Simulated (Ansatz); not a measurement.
Problem. Name crystals whose computed values (LDA (plane waves, PAW; program Ansatz)) fall in these windows: highest Γ mode, no LO–TO term (cm⁻¹) 540 to 750; ε∞ 2.1 to 3.0; ε0 8.2 to 10.

Solution. 

```
crystal                                    highest Γ mode, no LO–TO term (cm⁻¹)    ε∞    ε0
-----------------------------------------  ------------------------------------  ----  ----
SnF4, I4/mmm (Sn on 2a, F on 4e, F on 4c)                                   670  2.58  9.21
```
Others may fit too.

Standing as an ambient phase not checked: SnF4, I4/mmm (Sn on 2a, F on 4e, F on 4c). Weakly bound layers, chains or molecules computed without a dispersion correction, so cells and soft constants are ill determined: SnF4, I4/mmm (Sn on 2a, F on 4e, F on 4c). The cell was relaxed under the symmetry of its start. Spin–orbit coupling is left out wherever it is not named.

Potentials: the later of the program's two PAW sets.
